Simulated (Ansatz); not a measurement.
## Equation of state of copper, diamond

All numbers below come from DFT, BLYP, plane waves (420 eV) with PAW, scalar-relativistic in Ansatz 0.2.0. (PAW data from PBE, frozen cores regenerated.)

The cell is scaled uniformly from the relaxed one, with fractional coordinates and shape fixed. Energies are extrapolated to zero smearing, pressures are those at the given smearing. Magnetic state: spin not included.

```csv
V (Å³/atom),E − E₀ (meV/atom),P (GPa)
18.005,52.6,7.81
18.824,21.4,4.56
19.642,5.0,2.01
20.461,0.0,0.02
21.279,4.1,-1.55
22.097,15.3,-2.78
22.916,32.0,-3.74
```

(1) Fit a third-order Birch-Murnaghan equation.

## Answers

(1) V₀ = 20.47 Å³/atom, B₀ = 44 GPa, B₀′ = 5.1.
